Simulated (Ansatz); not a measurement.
# Rb$_{2}$H$_{4}$Pt, first-principles data

Rb2H4Pt:
```
Rb2H4Pt
1.0
    5.86652     0.00000     0.00000
    0.00000     5.86652     0.00000
    0.00000     0.00000     8.41783
Rb H Pt
4 8 2
Direct
  0.00000   0.50000   0.25000
  0.00000   0.50000   0.75000
  0.50000   0.00000   0.25000
  0.50000   0.00000   0.75000
  0.50000   0.50000   0.30416
  0.50000   0.50000   0.69584
  0.00000   0.00000   0.80416
  0.00000   0.00000   0.19584
  0.30119   0.69881   0.50000
  0.69881   0.30119   0.50000
  0.80119   0.80119   0.00000
  0.19881   0.19881   0.00000
  0.50000   0.50000   0.50000
  0.00000   0.00000   0.00000
```

Space group P4_2/mnm (No. 136); conventional cell a = 5.8665 Å, b = 5.8665 Å, c = 8.4178 Å, α = 90.00°, β = 90.00°, γ = 90.00°.

Method: plane-wave PAW r²SCAN (Ansatz code). Structure relaxed to zero pressure with the same functional. Other levels are named where they apply.

Cell and energy:

```yaml
volume_per_atom: 20.69 Å³
density: 4.24 g/cm³
Formation energy from the elements (no fitted shifts): -0.48 eV/atom
```

Electronic structure:

```yaml
band_gap: 3.64 eV (smallest direct gap 3.64 eV)
valence_band_maximum: on the M–Γ line, 75 % of the way from M
conduction_band_minimum: on the M–Γ line, 38 % of the way from M (4 equivalent valleys)
electron_effective_mass: 0.75, 0.89, 0.97 mₑ (principal values)
Electron effective mass with spin–orbit coupling: 0.79, 0.88, 1.1 mₑ (principal values)
Weight of the conduction-edge state by species (Voronoi cells): H 56 %, Rb 25 %, Pt 19 %
Hole effective mass with spin–orbit coupling: 8.6 along z (mₑ)
Weight of the valence-edge state by species (Voronoi cells): Pt 82 %, H 13 %, Rb 4 %
HSE06 gap on the r²SCAN cell: 4.45 eV
Gap with spin–orbit coupling: 3.30 eV
```

Mechanics:

```yaml
Bulk modulus (Birch–Murnaghan fit): 15.7 GPa
Pressure derivative B′: 4.5
```

Charges:

```yaml
bader_charges: Rb +0.82, H -0.35, Pt -0.24 e
```

The workflow started from a Materials Project entry (that database holds measured and hypothetical structures alike); the Crystallography Open Database copy checked does not list it. Its standing as an ambient phase is unchecked. Symmetry was held in the r²SCAN relaxation; whether a distortion lowers the energy is not shown. The run is not spin-polarised. The references are the lowest solids computed at this level, not always the standard phases (solids in place of the gases). Scalar-relativistic: spin–orbit coupling is off unless named, which matters more the heavier the elements.

Potentials: the later of the program's two PAW sets.
